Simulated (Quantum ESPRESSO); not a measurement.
## Ga3GeN3Si (finding a planted mistake in a log)

Computed values, not a measurement. The program is pw.x of Quantum ESPRESSO 7.5 (plane-wave density functional theory). The cell is made up: 8 atoms on a zincblende/diamond lattice, with randomly drawn elements, strain and displacements, not relaxed. PseudoDojo standard norm-conserving files (v0.5 for PBE, v0.4.1 for LDA and PBEsol) set the functional; there is no spin polarisation, spin-orbit coupling or dispersion term, and the masses in the input are unused placeholders.

Intended input:

```
&control calculation='scf', pseudo_dir='./dojo.nc.sr.pbe.v0_5.standard.upf', outdir='./o', disk_io='medium', tprnfor=.true., tstress=.true. /
&system ibrav=0, nat=8, ntyp=4, nbnd=42, ecutwfc=84.00895049, nosym=.true., tot_charge=0,
 occupations='smearing', smearing='fd', degauss=0.0018374661
/
&electrons conv_thr=7.350e-09, electron_maxstep=60, /
ATOMIC_SPECIES
Ga 1.0 Ga.upf
Ge 1.0 Ge.upf
N 1.0 N.upf
Si 1.0 Si.upf
CELL_PARAMETERS angstrom
4.6322 0.0456 -0.0616
0.0456 4.7435 -0.0024
-0.0616 -0.0024 4.6805
ATOMIC_POSITIONS angstrom
Ga -0.0154 -0.0047 0.0774
Ga -0.113 2.3469 2.3139
Ga 2.2793 0.0501 2.3287
Ge 2.3054 2.3669 -0.0407
N 1.1405 1.1377 1.1209
N 1.1925 3.5276 3.4218
Si 3.4364 1.2389 3.4964
N 3.4898 3.5426 1.1429
K_POINTS automatic
4 4 4 1 1 1
```

The log is shortened where brackets say so; the opening notice, blank lines, dates and the lines on written files are dropped, and the path of the files is cut. It prints rydbergs, bohrs and kilobars, and counts compression as positive stress. Where no state is partly filled, the Fermi energy that it prints is only some level between the filled and the empty states on the mesh, and need not lie in the true gap.

Log of the intended run:

```
     Program PWSCF v.7.5
     Parallel version (MPI & OpenMP), running on       1 processor cores
     Number of MPI processes:                 1
     Threads/MPI process:                     1
     [start-up lines left out]
     bravais-lattice index     =            0
     lattice parameter (alat)  =       8.7548  a.u.
     unit-cell volume          =     693.8377 (a.u.)^3
     number of atoms/cell      =            8
     number of atomic types    =            4
     number of electrons       =        72.00
     number of Kohn-Sham states=           42
     kinetic-energy cutoff     =      84.0090  Ry
     charge density cutoff     =     336.0358  Ry
     scf convergence threshold =      7.3E-09
     mixing beta               =       0.7000
     number of iterations used =            8  plain     mixing
     Exchange-correlation= PBE
                           (   1   4   3   4   0   0   0)
     [axes and pseudopotential details left out]
   Cartesian axes
     site n.     atom                  positions (alat units)
         1        Ga     tau(   1) = (  -0.0033241  -0.0010145   0.0167068  )
         2        Ga     tau(   2) = (  -0.0243911   0.5065798   0.4994567  )
         3        Ga     tau(   3) = (   0.4919883   0.0108141   0.5026513  )
         4        Ge     tau(   4) = (   0.4976220   0.5108968  -0.0087851  )
         5        N      tau(   5) = (   0.2461776   0.2455732   0.2419469  )
         6        N      tau(   6) = (   0.2574018   0.7614346   0.7385976  )
         7        Si     tau(   7) = (   0.7417490   0.2674173   0.7547000  )
         8        N      tau(   8) = (   0.7532754   0.7646723   0.2466957  )
     number of k points=    32  Fermi-Dirac smearing, width (Ry)=  0.0018
                       cart. coord. in units 2pi/alat
        k(    1) = (   0.1254947   0.1209408   0.1254407), wk =   0.0625000
        k(    2) = (   0.1287850   0.1210344   0.3729380), wk =   0.0625000
     [further k points left out]
     Dense  grid:    72145 G-vectors     FFT dimensions: (  54,  54,  54)
     Estimated max dynamical RAM per process >      98.30 MB
     Initial potential from superposition of free atoms
     starting charge      71.9905, renormalised to      72.0000
     Starting wfcs are   52 randomized atomic wfcs
     total cpu time spent up to now is        8.4 secs
     per-process dynamical memory:    56.6 Mb
     Self-consistent Calculation
     iteration #  1     ecut=    84.01 Ry     beta= 0.70
     Davidson diagonalization with overlap
     ethr =  1.00E-02,  avg # of iterations =  4.3
     total cpu time spent up to now is       22.6 secs
     total energy              =    -707.15484854 Ry
     estimated scf accuracy    <       1.65907095 Ry
     iteration #  2     ecut=    84.01 Ry     beta= 0.70
     Davidson diagonalization with overlap
     ethr =  2.30E-03,  avg # of iterations =  4.0
     total cpu time spent up to now is       36.0 secs
     total energy              =    -707.44339588 Ry
     estimated scf accuracy    <       2.58776313 Ry
     [iterations 3 to 9 left out]
     iteration # 10     ecut=    84.01 Ry     beta= 0.70
     Davidson diagonalization with overlap
     ethr =  4.70E-10,  avg # of iterations =  2.0
     total cpu time spent up to now is      146.8 secs
     total energy              =    -707.93495831 Ry
     estimated scf accuracy    <       0.00000003 Ry
     iteration # 11     ecut=    84.01 Ry     beta= 0.70
     Davidson diagonalization with overlap
     ethr =  4.39E-11,  avg # of iterations =  4.1
     total cpu time spent up to now is      160.0 secs
     End of self-consistent calculation
     [lines on levels left out]
     the Fermi energy is    11.5806 ev
!    total energy              =    -707.93495832 Ry
     estimated scf accuracy    <          3.8E-09 Ry
     smearing contrib. (-TS)   =      -0.00000000 Ry
     internal energy E=F+TS    =    -707.93495832 Ry
     The total energy is F=E-TS. E is the sum of the following terms:
     one-electron contribution =    -249.25439181 Ry
     hartree contribution      =     188.54743828 Ry
     xc contribution           =    -191.25615336 Ry
     ewald contribution        =    -455.97185143 Ry
     convergence has been achieved in  11 iterations
     Forces acting on atoms (cartesian axes, Ry/au):
     atom    1 type  1   force =     0.10810136   -0.14952963    0.07871549
     atom    2 type  1   force =     0.17209716    0.11769543   -0.11085488
     atom    3 type  1   force =    -0.11676714   -0.14269213   -0.11588051
     atom    4 type  2   force =    -0.15916973    0.15893782    0.14342685
     atom    5 type  3   force =     0.01744753    0.04849860    0.01100573
     atom    6 type  3   force =    -0.02172355   -0.00446009    0.04072726
     atom    7 type  4   force =     0.03991308   -0.04816990   -0.01109292
     atom    8 type  3   force =    -0.03989872    0.01971991   -0.03604703
     Total force =     0.476273     Total SCF correction =     0.000173
     Computing stress (Cartesian axis) and pressure
          total   stress  (Ry/bohr**3)                   (kbar)     P=      238.03
   0.00165277  -0.00024610   0.00017088          243.13      -36.20       25.14
  -0.00024610   0.00150900  -0.00003579          -36.20      221.98       -5.26
   0.00017088  -0.00003579   0.00169243           25.14       -5.26      248.97
     init_run     :      7.77s CPU      8.26s WALL (       1 calls)
     electrons    :    148.04s CPU    151.63s WALL (       1 calls)
     forces       :      2.08s CPU      2.11s WALL (       1 calls)
     stress       :      7.71s CPU      7.75s WALL (       1 calls)
     [timing details left out]
     PWSCF        :   2m45.75s CPU   2m50.02s WALL
     JOB DONE.
```

A second run was made from an input with one planted mistake. Its log:

```
     Program PWSCF v.7.5
     Parallel version (MPI & OpenMP), running on       1 processor cores
     Number of MPI processes:                 1
     Threads/MPI process:                     1
     [start-up lines left out]
     bravais-lattice index     =            0
     lattice parameter (alat)  =       8.7548  a.u.
     unit-cell volume          =     693.8377 (a.u.)^3
     number of atoms/cell      =            8
     number of atomic types    =            4
     number of electrons       =        72.00
     number of Kohn-Sham states=           42
     kinetic-energy cutoff     =      84.0090  Ry
     charge density cutoff     =     336.0358  Ry
     scf convergence threshold =      1.5E-02
     mixing beta               =       0.7000
     number of iterations used =            8  plain     mixing
     Exchange-correlation= PBE
                           (   1   4   3   4   0   0   0)
     [axes and pseudopotential details left out]
   Cartesian axes
     site n.     atom                  positions (alat units)
         1        Ga     tau(   1) = (  -0.0033241  -0.0010145   0.0167068  )
         2        Ga     tau(   2) = (  -0.0243911   0.5065798   0.4994567  )
         3        Ga     tau(   3) = (   0.4919883   0.0108141   0.5026513  )
         4        Ge     tau(   4) = (   0.4976220   0.5108968  -0.0087851  )
         5        N      tau(   5) = (   0.2461776   0.2455732   0.2419469  )
         6        N      tau(   6) = (   0.2574018   0.7614346   0.7385976  )
         7        Si     tau(   7) = (   0.7417490   0.2674173   0.7547000  )
         8        N      tau(   8) = (   0.7532754   0.7646723   0.2466957  )
     number of k points=    32  Fermi-Dirac smearing, width (Ry)=  0.0018
                       cart. coord. in units 2pi/alat
        k(    1) = (   0.1254947   0.1209408   0.1254407), wk =   0.0625000
        k(    2) = (   0.1287850   0.1210344   0.3729380), wk =   0.0625000
     [further k points left out]
     Dense  grid:    72145 G-vectors     FFT dimensions: (  54,  54,  54)
     Estimated max dynamical RAM per process >      98.30 MB
     Initial potential from superposition of free atoms
     starting charge      71.9905, renormalised to      72.0000
     Starting wfcs are   52 randomized atomic wfcs
     total cpu time spent up to now is       10.8 secs
     per-process dynamical memory:    56.6 Mb
     Self-consistent Calculation
     iteration #  1     ecut=    84.01 Ry     beta= 0.70
     Davidson diagonalization with overlap
     ethr =  1.00E-02,  avg # of iterations =  4.3
     total cpu time spent up to now is       33.2 secs
     total energy              =    -707.15484854 Ry
     estimated scf accuracy    <       1.65907095 Ry
     iteration #  2     ecut=    84.01 Ry     beta= 0.70
     Davidson diagonalization with overlap
     ethr =  2.30E-03,  avg # of iterations =  4.0
     total cpu time spent up to now is       50.8 secs
     total energy              =    -707.44339588 Ry
     estimated scf accuracy    <       2.58776313 Ry
     iteration #  3     ecut=    84.01 Ry     beta= 0.70
     Davidson diagonalization with overlap
     ethr =  2.30E-03,  avg # of iterations =  2.1
     total cpu time spent up to now is       64.9 secs
     total energy              =    -707.91235532 Ry
     estimated scf accuracy    <       0.04231624 Ry
     iteration #  4     ecut=    84.01 Ry     beta= 0.70
     Davidson diagonalization with overlap
     ethr =  5.88E-05,  avg # of iterations =  6.5
     total cpu time spent up to now is       87.5 secs
     End of self-consistent calculation
     [lines on levels left out]
     the Fermi energy is    11.5303 ev
!    total energy              =    -707.93053410 Ry
     estimated scf accuracy    <       0.00875941 Ry
     smearing contrib. (-TS)   =      -0.00000000 Ry
     internal energy E=F+TS    =    -707.93053410 Ry
     The total energy is F=E-TS. E is the sum of the following terms:
     one-electron contribution =    -249.30053381 Ry
     hartree contribution      =     188.66340796 Ry
     xc contribution           =    -191.32155681 Ry
     ewald contribution        =    -455.97185143 Ry
     convergence has been achieved in   4 iterations
     Forces acting on atoms (cartesian axes, Ry/au):
     atom    1 type  1   force =     0.11304377   -0.15363749    0.08104289
     atom    2 type  1   force =     0.17537776    0.12031953   -0.11460875
     atom    3 type  1   force =    -0.11824407   -0.14684448   -0.11837150
     atom    4 type  2   force =    -0.17337915    0.17553634    0.15089565
     atom    5 type  3   force =     0.02074247    0.04887017    0.00804997
     atom    6 type  3   force =    -0.01965579   -0.00853139    0.04230727
     atom    7 type  4   force =     0.04164121   -0.05031387   -0.01079509
     atom    8 type  3   force =    -0.03952621    0.01460118   -0.03852045
     Total force =     0.497287     Total SCF correction =     0.275078
     SCF correction compared to forces is large: reduce conv_thr to get better values
     Computing stress (Cartesian axis) and pressure
          total   stress  (Ry/bohr**3)                   (kbar)     P=      263.74
   0.00183353  -0.00024502   0.00014869          269.72      -36.04       21.87
  -0.00024502   0.00168407  -0.00002204          -36.04      247.74       -3.24
   0.00014869  -0.00002204   0.00186096           21.87       -3.24      273.76
     init_run     :      9.86s CPU     10.60s WALL (       1 calls)
     electrons    :     75.65s CPU     76.68s WALL (       1 calls)
     forces       :      2.39s CPU      2.43s WALL (       1 calls)
     stress       :      9.24s CPU      9.30s WALL (       1 calls)
     [timing details left out]
     PWSCF        :   1m37.44s CPU   1m39.55s WALL
     JOB DONE.
```

Question: what was wrong in the second input?

Answer: the self-consistency threshold is too loose. The input lines that differ, file-writing options aside:

```
- &electrons conv_thr=7.350e-09, electron_maxstep=60, /
+ &electrons conv_thr=1.470e-02, electron_maxstep=60, /
```

```
                                            intended run  run with the mistake
                          free energy (eV)     -9631.946             -9631.886
                    smearing term -TS (eV)        0.0000                0.0000
                            pressure (GPa)         23.80                 26.37
            largest force component (eV/Å)         4.425                 4.513
largest change of a force component (eV/Å)                               0.427
                                iterations            11                     4
```

For scale, a rerun of the intended cell at 1437 eV and a 6 x 6 x 6 mesh moved values by no more than 0.006 eV in energy, 0.02 GPa in stress and 0.003 eV/Å in force.